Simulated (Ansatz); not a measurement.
In plane-wave PAW r²SCAN+D4 (Ansatz code), Be in the hcp (Mg type) structure (P6_3/mmc) relaxes to a = 2.256 Å, c = 3.561 Å. Be has 12 nearest neighbours from 2.21 Å (anticuboctahedral).

Electronic character: metallic (no gap).

Symmetry was held in the r²SCAN+D4 relaxation. The pairwise dispersion correction was not fitted to metals. Axis ratios of metals converge slowly with the k-mesh, so a and c are less sure than the volume.

Potentials: the earlier of the program's two PAW sets.
